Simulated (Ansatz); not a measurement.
Level of theory: Ansatz 0.2.0, DFT PBE, scalar-relativistic, plane waves, PAW. All cells share a 420 eV cutoff and Γ-centred k meshes spaced at most about 0.3 Å⁻¹ (about 0.25 or finer for metals, 2π included). No spin polarisation in the final relaxations.

These are static total energies at zero pressure. All come from trial cells, and lower structures may exist.

Problem. Which of these relaxed structures of NbAl₂B₃ is the lowest in energy?
1. Space group P4mm (No. 99), tetragonal, a = 2.915 Å, c = 7.878 Å. Al on its first site is surrounded by 4 B at 2.34 Å, 4 B at 2.56 Å, 4 Nb at 2.76 Å and 4 Al at 2.91 Å; Al on its second site has 4 B at 2.34 Å, 4 Al at 2.91 Å and 4 Nb at 2.95 Å; Nb is surrounded by 4 Al at 2.76 Å, 4 Nb at 2.91 Å, 4 Al at 2.95 Å and 1 B at 2.95 Å; B on a site of symmetry 2mm is surrounded by 2 B at 1.76 Å, 4 B at 2.06 Å, 2 Al at 2.34 Å and 2 Al at 2.56 Å; 1 more site not described.
2. Space group P6/mmm (No. 191), hexagonal, a = 4.607 Å, c = 3.535 Å. Al is surrounded by 6 B at 2.21 Å, 3 Al at 2.66 Å and 3 Nb at 2.66 Å; around Nb lie 6 Al at 2.66 Å and 12 B at 2.90 Å; B is surrounded by 4 Al at 2.21 Å, 4 B at 2.30 Å and 4 Nb at 2.90 Å.
3. Space group Cmmm (No. 65), orthorhombic, a = 4.908 Å, b = 8.946 Å, c = 2.968 Å. Al has 4 B at 2.35 Å, 2 Al at 2.45 Å, 2 B at 2.55 Å, 4 Nb at 2.95 Å and 2 Al at 2.97 Å; around Nb lie 4 B at 2.61 Å, 4 B at 2.87 Å, 8 Al at 2.95 Å and 2 Nb at 2.97 Å; B on a site of symmetry m2m is surrounded by 3 B at 1.73–1.78 Å, 4 Al at 2.35 Å and 2 Nb at 2.61 Å; B on a site of symmetry mmm has 4 B at 1.73 Å, 4 Al at 2.55 Å and 4 Nb at 2.87 Å.
4. Space group P-6m2 (No. 187), hexagonal, a = 3.405 Å, c = 7.594 Å. Al has 6 B at 2.58 Å, 3 Nb at 2.90 Å and 3 B at 2.90 Å; Nb is surrounded by 3 B at 1.97 Å and 6 Al at 2.90 Å; around B on its first site lie 3 B at 1.97 Å and 6 Al at 2.58 Å; B on its second site has 3 Nb at 1.97 Å and 6 Al at 2.90 Å; 1 more site not described.

Solution. 3. It has space group Cmmm (No. 65); the next, 1, with space group P4mm (No. 99), lies 82 meV/atom higher. Counting B atoms around Al and Nb (those within 1.25 times the shortest such distance or 1.15 times the sum of covalent radii; a plus sign parts nearer from farther groups; the shortest distance is added where it is long for a bond; a slash parts the counts of unlike sites), the lowest has Nb 4+4, Al 6 and the next has Nb 1 from 3.0 Å, Al 4/4+4. The lowest holds B–B chains (shortest 1.73 Å); the next holds B–B nets (shortest 1.76 Å). Even the lowest lies +0.13 eV/atom against the elements.

Cells relaxed within their symmetry can be saddle points. Some candidate types were left out of the draw beforehand, so a known form may be missing.
